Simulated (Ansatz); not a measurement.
Structure types of Ga were relaxed at one common pressure (all-electron LAPW in Ansatz 0.2.0 under LDA, scalar-relativistic, no spin polarisation, zero temperature). They take these volumes:

| type | space group | V (Å³/atom) |
| --- | --- | --- |
| bcc | Im-3m | 13.57 |
| hcp | P6_3/mmc | 13.44 |
| omega | P6/mmm | 13.59 |
| diamond | Fd-3m | 16.98 |
| beta tin | I4_1/amd | 13.92 |

**Question.** At about which pressure, and is the densest type also the lowest in enthalpy?

**Answer.** 29 GPa. The densest is hcp, and it is also the lowest in enthalpy among these.
